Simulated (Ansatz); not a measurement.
A distorted cell of Ge (diamond):

```xyz
4
Lattice="0.0000 5.7622 5.7622 2.8811 2.8811 5.7622 2.8811 2.8811 0.0000" Properties=species:S:1:pos:R:3 pbc="T T T"
Ge     2.8811     8.6433     8.5500
Ge     2.8811     5.7622     5.8555
Ge     4.3217     4.3217     4.3217
Ge     4.3217     7.2028     7.2028
```

These are PBE (plane waves to 420 eV, PAW, scalar-relativistic; Ansatz, a quantum-chemistry and plane-wave program) values and carry that method's errors. k mesh 14×14×14 (Γ-centred), Fermi-Dirac smearing 0.05 eV. Stress and pressure are positive under compression. With partly filled bands, energies and forces of such displacements shift with the k mesh and the smearing. Ge was relaxed with its symmetry unable to fall. The PAW data are Ansatz's earlier set.

What forces act on the atoms (eV/Å, Cartesian)?


```json
[
 {"atom": "Ge1", "Fx": "0.000", "Fy": "0.000", "Fz": "1.218"},
 {"atom": "Ge2", "Fx": "0.000", "Fy": "0.000", "Fz": "-1.218"},
 {"atom": "Ge3", "Fx": "0.000", "Fy": "0.000", "Fz": "0.000"},
 {"atom": "Ge4", "Fx": "0.000", "Fy": "0.000", "Fz": "0.000"}
]
```

Give the stress tensor in GPa and the pressure.


```
    0.4      0.0      0.0
    0.0      0.4      0.0
    0.0      0.0      0.0
```
The pressure, a third of the trace, is 0.3 GPa.

(A displaced cell: forces are minus the slopes of the energy, force constants its curvatures, and phonons follow from these.)
